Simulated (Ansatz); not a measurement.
NbSnSe:
```cif
data_Nb2Se2Sn2
_chemical_formula_sum 'Nb2 Sn2 Se2'
_space_group_name_H-M_alt 'P4/nmm :1'
_space_group_IT_number 129
_space_group_name_Hall 'P 4ab 2ab -1ab'
_cell_length_a 3.94325
_cell_length_b 3.94325
_cell_length_c 7.94415
_cell_angle_alpha 90.000
_cell_angle_beta 90.000
_cell_angle_gamma 90.000
loop_
_space_group_symop_operation_xyz
  'x, y, z'
  '-y+1/2, x+1/2, z'
  '-x, -y, z'
  'y+1/2, -x+1/2, z'
  'x+1/2, -y+1/2, -z'
  '-y, -x, -z'
  '-x+1/2, y+1/2, -z'
  'y, x, -z'
  '-x+1/2, -y+1/2, -z'
  'y, -x, -z'
  'x+1/2, y+1/2, -z'
  '-y, x, -z'
  '-x, y, z'
  'y+1/2, x+1/2, z'
  'x, -y, z'
  '-y+1/2, -x+1/2, z'
loop_
_atom_site_label
_atom_site_type_symbol
_atom_site_symmetry_multiplicity
_atom_site_Wyckoff_symbol
_atom_site_fract_x
_atom_site_fract_y
_atom_site_fract_z
_atom_site_occupancy
Nb1 Nb 2 c 0.50000 0.00000 0.27688 1
Sn1 Sn 2 a 0.00000 0.00000 0.00000 1
Se1 Se 2 c 0.00000 0.50000 0.37817 1
```

Relaxed at zero pressure with DFT-r²SCAN in the program Ansatz with PAW potentials.

**Question.** The volume is lowered by 6 % and shape and atoms relax at that volume. What pressure results, and how do the axes share the change?

**Answer.** 7.9 GPa; a -2.2 %, b -2.2 %, c -1.7 %; the energy rises by 29 meV/atom.

**Question.** Give the new structure.

**Answer.** 
Space group P4/nmm, origin choice 1 (No. 129); a = 3.857 Å, b = 3.857 Å, c = 7.807 Å, α = 90.00°, β = 90.00°, γ = 90.00°

```
atom  site  symmetry       x       y       z
----  ----  --------  ------  ------  ------
Nb      2c       4mm  0.5000  0.0000  0.2786
Sn      2a      -4m2  0.0000  0.0000  0.0000
Se      2c       4mm  0.0000  0.5000  0.3772
```

The phase is kept; no other phase was compared at this pressure.

The start of the workflow was typed in or built on a structure type; neither database checked (COD, Materials Project) lists it. Whether it is the stable phase at ambient conditions was not checked. Symmetry was held in the r²SCAN relaxation; its stability against distortions is not shown here. The workflow began spin-polarised and lost its moments. The volume moved by -17 % from the start of the relaxation. Scalar-relativistic: spin–orbit coupling is off unless named, which matters more the heavier the elements.

Potentials: the earlier of the program's two PAW sets. The files were generated under PBE; for other functionals the program regenerates the frozen cores, and for LDA and PBEsol the local potential too.
